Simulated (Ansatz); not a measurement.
What a change of settings does to a run on KRh

The structure comes from a relaxation in the same program, started in the L10 type. Whether it is a known phase or the ground state wasn't checked. The listed cell was then made from it by scaling, straining or moving an atom.

First run: DFT, LDA, PAW with Ansatz's default frozen-core files, scalar-relativistic (Ansatz 0.2.0).

Command: `ansatz run input.yaml --threads 1 --pin off --max-ram 2048MiB --backend cpu --events-out ev --progress --plain --runs-dir out` The run took 8.3 s on 1 thread of AMD EPYC (Zen 3), on a shared host, peak memory 0.39 GiB.

```yaml
crystal:
  lattice:
    - [2.6833142247, 0.0, 0.0]
    - [0.0, 2.6833142247, 0.0]
    - [0.0, 0.0, 5.2238820139]
  atoms:
    - { symbol: K, position: [0.0, 0.0, 0.0] }
    - { symbol: Rh, position: [0.5, 0.5, 0.5] }
kpoints:
  mp_grid: { grid: [9, 9, 7] }
scf:
  occupations: { method: fermi_dirac, width: 0.05 }
hamiltonian:
  xc: lda
  pseudopotentials: { kind: paw }
output:
  forces: true
  stress: true
  eigenvalues: true
  efg: { contact_densities: true }
  write_density: true
  write_potential: true
  elf: true
  volumetric_format: npy
```

Result: converged; pressure 0.05 GPa; no gap on the k mesh; 8 SCF iterations.

The input is then changed:

```diff
@@ -11,4 +11,5 @@
 scf:
   occupations: { method: fermi_dirac, width: 0.05 }
+  convergence: { dr2_threshold: 1.0e-11 }
 hamiltonian:
   xc: lda
@@ -19,7 +20,3 @@
   eigenvalues: true
   efg: { contact_densities: true }
-  write_density: true
-  write_potential: true
-  elf: true
-  volumetric_format: npy
```

Problem. Predict the outcome of the changed run.

Solution. It converged; energy at zero smearing 0.0 meV/atom from the first run; pressure 0.05 GPa; no gap on the k mesh; 10 SCF iterations.
